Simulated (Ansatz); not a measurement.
An Ansatz (a program for electronic structure) run. Input:

Ansatz 0.2 input:
```yaml
crystal:
  lattice:
    - [0.0, 2.8560110845, 2.8560110845]
    - [2.8560110845, 0.0, 2.8560110845]
    - [2.8560110845, 2.8560110845, 0.0]
  atoms:
    - { symbol: Ca, position: [0.0, 0.0, 0.0] }
    - { symbol: S, position: [0.5, 0.5, 0.5] }
kpoints:
  mp_grid: { grid: [7, 7, 7] }
basis: { xc_grid: 2 }
hamiltonian:
  xc: pbe
  pseudopotentials: { kind: paw }
scf:
  occupations: { method: fixed }
output:
  optics: { e_range: [0.0, 15.0], de: 0.05, sigma: 0.1, bands: { spectra_wanted_up_to: 12 eV } }
```

Output (shortened):

```
output.optics: the spectra are integrated over the Brillouin zone by k·p interpolation around the k-points, where levels, occupations, output.optics.sigma and …
Pseudopotentials: kind: paw
Pseudopotential: Ca, paw, valence charge 10
Pseudopotential: S, paw, valence charge 6
Functional definition: PBE
Crystal: 2 atoms, lattice volume = 46.592 Å³
Basis set: ecut = 420 eV, 941 PW (Γ), exchange–correlation on 54×54×54 points (8 copies of the dense FFT grid, shifted against one another)
Bands: 12, of which v1, the nominal top of the filled ones, is band 8 counted from 1 (7 counted from 0)
Symmetry: 48 space group operations
Space group: Fm-3m (ITA 225), of the structure as read, at distance tolerance 3.6e-5 Å
k-points: 20 of 343
Initial wavefunctions: pseudopotential atomic-orbital guess
Eigensolver: davidson
Functional: x = pbe(κ = 0.804, μ = 0.2195149727645171), c = pbe(β = 0.06672455060314922)
SCF iter   1: F=—  HF=-2723.262103 eV  |F-HF|=—  |Δ(HF+E_count)|=         —  Δρ=3.74e-4  dr2=4.29e-5  ethr=1.77e-3  ⟨swp⟩=4.5  Hψ=1355  notcnv=0  defer=10
all-band conjugate gradients solve this SCF's bands
preconditioner: auto → none
SCF iter   2: F=—  HF=-2723.261979 eV  |F-HF|=—  |Δ(HF+E_count)|=   1.25e-4  Δρ=3.14e-4  dr2=7.62e-5  ethr=2.68e-7  ⟨swp⟩=3.0  Hψ=648  notcnv=0  defer=36
SCF iter   3: F=—  HF=-2723.261973 eV  |F-HF|=—  |Δ(HF+E_count)|=   5.38e-6  Δρ=9.45e-5  dr2=1.84e-6  ethr=2.68e-7  ⟨swp⟩=2.3  Hψ=389  notcnv=0  defer=31
SCF iter   4: F=—  HF=-2723.261982 eV  |F-HF|=—  |Δ(HF+E_count)|=   8.99e-6  Δρ=4.31e-5  dr2=5.70e-7  ethr=1.15e-8  ⟨swp⟩=2.0  Hψ=380  notcnv=0  defer=1
SCF iter   5: F=—  HF=-2723.261984 eV  |F-HF|=—  |Δ(HF+E_count)|=   2.02e-6  Δρ=1.34e-5  dr2=1.15e-7  ethr=3.56e-9  ⟨swp⟩=3.0  Hψ=381  notcnv=0  defer=1
SCF iter   6: F=—  HF=-2723.261984 eV  |F-HF|=—  |Δ(HF+E_count)|=   1.69e-8  Δρ=4.24e-6  dr2=1.29e-8  ethr=7.19e-10  ⟨swp⟩=2.0  Hψ=300  notcnv=0  defer=1
SCF iter   7: F=—  HF=-2723.261984 eV  |F-HF|=—  |Δ(HF+E_count)|=   2.53e-9  Δρ=7.85e-7  dr2=4.85e-10  ethr=8.06e-11  ⟨swp⟩=2.1  Hψ=307  notcnv=0  defer=1
SCF iter   8: F=—  HF=-2723.261984 eV  |F-HF|=—  |Δ(HF+E_count)|=  1.23e-10  Δρ=2.25e-7  dr2=4.25e-11  ethr=3.03e-12  ⟨swp⟩=3.0  Hψ=390  notcnv=0  defer=1
SCF iter   9: F=-2723.261984 eV  HF=-2723.261984 eV  |F-HF|=5.00e-12  |Δ(HF+E_count)|=  1.09e-11  Δρ=8.12e-8  dr2=5.52e-12  ethr=1.00e-12  ⟨swp⟩=5.0  Hψ=1100  notcnv=0
SCF 1 converged in 9 iterations: F = -2723.261984 eV  dr2 = 5.52e-12
NSCF: frozen V_eff on 20 k-points
Optics k sum: 0 of 20 k-points
Optics k sum: 1 of 20 k-points
Optics k sum: 2 of 20 k-points
Optics k sum: 3 of 20 k-points
Optics k sum: 4 of 20 k-points
Optics k sum: 5 of 20 k-points
Optics k sum: 6 of 20 k-points
Optics k sum: 7 of 20 k-points
Optics k sum: 8 of 20 k-points
Optics k sum: 9 of 20 k-points
Optics k sum: 10 of 20 k-points
Optics k sum: 11 of 20 k-points
Optics k sum: 12 of 20 k-points
Optics k sum: 13 of 20 k-points
Optics k sum: 14 of 20 k-points
Optics k sum: 15 of 20 k-points
Optics k sum: 16 of 20 k-points
Optics k sum: 17 of 20 k-points
Optics k sum: 18 of 20 k-points
Optics k sum: 19 of 20 k-points
Optics k sum: 20 of 20 k-points
Optics k sum: 0 of 20 k-points
Optics k sum: 1 of 20 k-points
Optics k sum: 2 of 20 k-points
Optics k sum: 3 of 20 k-points
Optics k sum: 4 of 20 k-points
Optics k sum: 5 of 20 k-points
Optics k sum: 6 of 20 k-points
Optics k sum: 7 of 20 k-points
Optics k sum: 8 of 20 k-points
Optics k sum: 9 of 20 k-points
Optics k sum: 10 of 20 k-points
Optics k sum: 11 of 20 k-points
Optics k sum: 12 of 20 k-points
Optics k sum: 13 of 20 k-points
Optics k sum: 14 of 20 k-points
Optics k sum: 15 of 20 k-points
Optics k sum: 16 of 20 k-points
Optics k sum: 17 of 20 k-points
Optics k sum: 18 of 20 k-points
Optics k sum: 19 of 20 k-points
Optics k sum: 20 of 20 k-points
NSCF: frozen V_eff on 1 k-points
NSCF: frozen V_eff on 1 k-points
NSCF: frozen V_eff on 1 k-points
NSCF: frozen V_eff on 1 k-points
output.optics: what the bands over the 22 summed would add to eps1, eps2 and the energy-loss function is held between a lower and an upper bound (6 Lanczos …
SCF converged after 9 iterations
Free energy (F): -2723.261984 eV
Harris-Foulkes:  -2723.261984 eV  (|F-HF|=5.00e-12)
Internal energy: -2723.261984 eV  (E = F + TS)
E sigma→0 (E₀):  -2723.261984 eV
Fermi energy:    5.876879 eV
--- Per-component energies (eV) ---
  E_band       = -136.208577
  E_kinetic    = 386.288208
  E_local      = -827.644843  (includes V_loc(G=0)·N_el)
  E_nonlocal   = 91.643684
  E_hartree    = 271.834990
  E_xc         = -235.947616
  E_vxc        = -260.720648  (∫ρ·V_xc dr)
  E_paw        = -1458.653602  (= ΣΔE_a)
  E_vpaw       = -69.444982  (= ΣTr[D̂ρ^β])
  E_aug_tail   = -0.000004  (compensation charges beyond the density's cutoff)
  E_ewald      = -950.782803
  E_smearing   =  0.000000  (= −TS)
  E_closure    = 0.000000  (closes the sum)
  Σ components = -2723.261984   (vs F -2723.261984, Δ=0.00e0)
  [band-id]    e_kinetic+e_local+e_nonlocal+2·e_hartree+e_vxc+e_vpaw+e_augmentation_tail = -136.208605   (vs E_band -136.208577, Δ=-2.82e-5)
--- Band table (eV; the first three rows and the last of 20) ---
  k-point 0: bands = ["-33.3661", "-14.3436", "-14.3436", "-14.3436", "-5.4136", "5.8769", "5.8769", "5.8769", "9.9752", "10.0416", "10.0416", "10.0416"]
  k-point 1: bands = ["-33.3641", "-14.3744", "-14.3460", "-14.3460", "-5.2785", "5.0650", "5.5997", "5.5997", "10.0319", "10.3297", "10.3297", "10.9392"]
  k-point 2: bands = ["-33.3595", "-14.4421", "-14.3513", "-14.3513", "-4.9552", "3.7713", "5.1057", "5.1057", "10.2406", "11.0450", "11.0450", "12.3476"]
  k-point 19: bands = ["-33.3522", "-14.4310", "-14.4303", "-14.3863", "-4.6863", "3.9451", "4.0186", "4.6108", "10.2759", "11.2101", "12.0239", "12.3507"]
  band table: 12 of 12 bands, residual norms ≤ 1.0e-3 eV
```

Cost: very roughly 11 core-seconds on shared cores.

The PBE relaxation kept the symmetry of its start; phonons on a q-mesh show no instability.

Potentials: the later of the program's two PAW sets.

Ansatz is a plane-wave DFT program.
